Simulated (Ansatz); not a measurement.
# Elastic constants of AlCu3: input and output

The calculation used DFT LDA, scalar-relativistic, plane waves, PAW in Ansatz 0.2.0.

Launched with:
```bash
ansatz run input.yaml --threads 1 --pin off --max-ram 3072MiB --backend cpu --events-out ev --progress --plain --runs-dir out
```

Input (bare energies are in eV):
```yaml
crystal:
  lattice:
    - [3.5895784869, 0.0, 0.0]
    - [0.0, 3.5895784869, 0.0]
    - [0.0, 0.0, 3.5895784869]
  atoms:
    - { symbol: Al, position: [0.0, 0.0, 0.0] }
    - { symbol: Cu, position: [0.5, 0.5, 0.0] }
    - { symbol: Cu, position: [0.5, 0.0, 0.5] }
    - { symbol: Cu, position: [0.0, 0.5, 0.5] }
basis:
  ecutwfc: 420
kpoints:
  mp_grid: { grid: [12, 12, 12] }
hamiltonian:
  xc: lda
scf:
  occupations: { method: fermi_dirac, width: 0.15 }
output:
  forces: true
  stress: true
  eigenvalues: true
elastic:
  mode: relaxed_ion
  amplitude: 0.005
  stencil: two_point
```

From the output:
```
--- Elastic constants: 2 strain directions × 2 members + reference (group order 48) ---
  dense FFT box of the reference and of every strained cell: 25×25×25
  strains applied: 11, 23; error gains: componentwise 1.00 (the most a stress slope's error grows in a printed constant), spectral 1.73 (1 for all six strains in a standard setting)
  C = ∂σ_k/∂η_j (tension-positive GPa; Voigt order 11 22 33 23 13 12):
       198.535    151.463    151.463     -0.000     -0.000     -0.000
       151.463    198.535    151.463     -0.000     -0.000     -0.000
       151.463    151.463    198.535     -0.000     -0.000     -0.000
         0.000     -0.000     -0.000    103.930      0.000      0.000
         0.000      0.000     -0.000      0.000    103.930      0.000
         0.000     -0.000      0.000      0.000      0.000    103.930
  reference stress σ⁰ (GPa):     -0.000     -0.000     -0.000     -0.000     -0.000     -0.000
  C* (energy form; C + prestress term) asymmetry max|C*_kj − C*_jk| = 2.842e-14 GPa — a small one proves nothing (zero by symmetry where the batch's group is 432, −43m or m−3m); a large one is finite-difference/SCF noise where every solve ...
  moduli (Voigt/Reuss/Hill, GPa): K = 167.15/167.15/167.15   G = 71.77/43.92/57.85   E = 155.59   ν = 0.345
  mechanically stable: yes (min eigenvalue of sym C = 47.07 GPa)
  strain η (Voigt 11):  stress-route row diagonal C_11 = 198.53 GPa, energy-path curvature d²(F+E_count+ΔE)/dδ²/Ω₀ = 198.69 GPa
         δ    σ_11 (GPa) F (eV) n_scf n_hpsi n_pw
    -5.000e-3      -1.0007      -20180.8768010      11  155491    921   relax 0 steps, max|allowed force component| 1.03e-28 eV/Å
     5.000e-3       0.9846      -20180.8767986       9  121336    929   relax 0 steps, max|allowed force component| 9.07e-30 eV/Å
  strain η (Voigt 23):  stress-route row diagonal C_44 = 103.93 GPa, energy-path curvature d²(F+E_count+ΔE)/dδ²/Ω₀ = 104.07 GPa
         δ    σ_23 (GPa) F (eV) n_scf n_hpsi n_pw
    -5.000e-3      -0.5197      -20180.8771396       9  201704    926   relax 0 steps, max|allowed force component| 1.38e-29 eV/Å
     5.000e-3       0.5197      -20180.8771396      10  200513    926   relax 0 steps, max|allowed force component| 1.29e-29 eV/Å
```

Time: 85 s on 1 thread of Intel(R) Xeon(R) Platinum 8488C (Sapphire Rapids), on a shared host, peak memory 0.69 GiB.

In a metal, frequencies and elastic constants depend on the k mesh and the smearing, soft modes and shear constants most.